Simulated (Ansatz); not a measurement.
Li in TlFeCuSe2

Method: DFT PBE+D3(BJ), scalar-relativistic, plane waves, PAW (Ansatz 0.2.0).

Cutoff 420 eV; k points 12×12×12 on the computed 5-atom cell (Γ-centred); Gaussian smearing, width 0.10 eV; collinear spin from starting moments 0 3.24 0.17 0.13 0.13 μB for the host; each changed cell takes a mesh and smearing chosen by its own gap and starts from the host's moments or customary ones, or runs without spin. Cells and atoms are relaxed to the nearest stationary point that keeps the symmetry of their start (forces under 0.02 to 0.04 eV/Å, stress under 0.1 to 0.2 GPa); energies are at zero smearing, without zero-point or thermal terms.

Relaxed host (gap on the mesh 0 eV):

```
CELL_PARAMETERS angstrom
-1.93088 1.93088 6.98708
1.93088 -1.93088 6.98708
1.93088 1.93088 -6.98708
ATOMIC_POSITIONS crystal
Tl 0.00000 0.00000 0.00000
Fe 0.75000 0.25000 0.50000
Cu 0.25000 0.75000 0.50000
Se 0.64117 0.64117 0.00000
Se 0.35883 0.35883 0.00000
```

Cases: (1) 2 Li in a 1×1×1 repeat of the cell, at (0.167 0.167 0.000), (0.833 0.833 0.000) in fractions of that repeat, 2.25 Å from the nearest atom of the relaxed host.

The table gives the energy per Li taken from Li metal (negative: uptake is favourable), the mean voltage, the swelling and the final surroundings.

```tsv
case	formula	energy per Li (eV)	mean voltage (V)	ΔV (%)	principal strains (%)	nearest host atoms of the first Li	gap (eV)	moment (μB/cell)
1	Li2TlFeCuSe2	-0.73	0.73	+23.0	+40.6 -6.5 -6.5	9 (CuFeSeTl) from 2.56 Å	0	2.7
```

Each ion keeps what symmetry its start has, so a lower place off a symmetric site can be missed, above all for H.

Voltages count 1 electron per Li and hold for the ions inside the host, not for its break-up into other phases.

Relaxed structure of case 1:

```cif
data_structure
_symmetry_space_group_name_H-M 'I-4m2'
_symmetry_Int_Tables_number 119
_cell_length_a 3.6118
_cell_length_b 3.6118
_cell_length_c 19.6493
_cell_angle_alpha 90.000
_cell_angle_beta 90.000
_cell_angle_gamma 90.000
_cell_volume 256.32
loop_
_atom_site_label
_atom_site_type_symbol
_atom_site_symmetry_multiplicity
_atom_site_Wyckoff_symbol
_atom_site_fract_x
_atom_site_fract_y
_atom_site_fract_z
_atom_site_occupancy
Tl1 Tl 2 a 0.00000 0.00000 0.00000 1
Fe1 Fe 2 c 0.00000 0.50000 0.25000 1
Cu1 Cu 2 d 0.50000 0.00000 0.25000 1
Se1 Se 4 e 0.50000 0.50000 0.15843 1
Li1 Li 4 e 0.00000 0.00000 0.14704 1
```

Spin-orbit coupling is left out. The cell holds one magnetic atom, so it can only be ferromagnetic; an antiferromagnetic order may lie lower. An atom lies near a switch of its D3 coefficient C6 between reference coordination numbers, so the dispersion energy changes steeply there and can make or shift the minimum. In Li2TlFeCuSe2 a bond of the host changes by more than 0.6 Å or the volume by a third: the framework has rearranged or swollen or shrunk strongly, and the figure may no longer describe a topotactic step.

Cost: 2 runs of about 11 core-minutes in all, on AMD EPYC 9B45 (Zen 5) (shared hosts).